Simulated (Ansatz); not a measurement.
A geometry of TiC away from equilibrium: the start of the relaxation of a relaxed TiC cell displaced along its unstable phonon at q = (½, 0, 0) of its primitive reciprocal cell (62i cm⁻¹), largest move 0.15 Å. All values below come from r2SCAN (plane waves to 500 eV, PAW, scalar-relativistic; Ansatz, an electronic-structure program). Γ-centred k-mesh 4×8×12 on the run's cell (coarser than for final values), Fermi–Dirac smearing 0.05 eV.

```xyz
8
Lattice="8.0152 0.0000 0.0000 0.0000 4.0076 0.0000 0.0000 0.0000 2.6853" Properties=species:S:1:pos:R:3 pbc="T T T"
Ti     0.0051     0.0000     0.1499
Ti     4.0025     0.0000    -0.1499
Ti     2.0250     2.0038     0.0360
Ti     5.9902     2.0038    -0.0360
C      0.0115     2.0038     2.0339
C      3.9961     2.0038     1.8897
C      2.0515     0.0000     0.7409
C      5.9636     0.0000     0.7062
```

**Question.** What forces act on the atoms (eV/Å)?

**Answer.** 
| atom | Fx | Fy | Fz |
|---|---|---|---|
| Ti1 | -0.02 | 0.00 | 0.13 |
| Ti2 | -0.04 | 0.00 | -0.10 |
| Ti3 | 0.06 | 0.00 | 0.03 |
| Ti4 | 0.00 | 0.00 | -0.01 |
| C5 | 0.00 | 0.00 | 0.05 |
| C6 | 0.01 | 0.00 | 0.01 |
| C7 | -0.03 | 0.00 | -0.04 |
| C8 | 0.02 | 0.00 | -0.05 |

**Question.** What is the pressure?

**Answer.** -0.1 GPa, compression positive.

**Question.** How far above the relaxed end point is this geometry?

**Answer.** 0.94 eV/atom; the path ends in Fm-3m (No. 225) (rock salt type).

No spin polarisation in the result.

The run could not lose the symmetry of its start.

Of the parent cell (P4/nmm (No. 129)): it is a generated cell of TiC: the first start was made by placing the elements on the sites of a structure type, and the end was not matched to a known phase here, so it may be hypothetical. Known forms of TiC include space group No. 225.
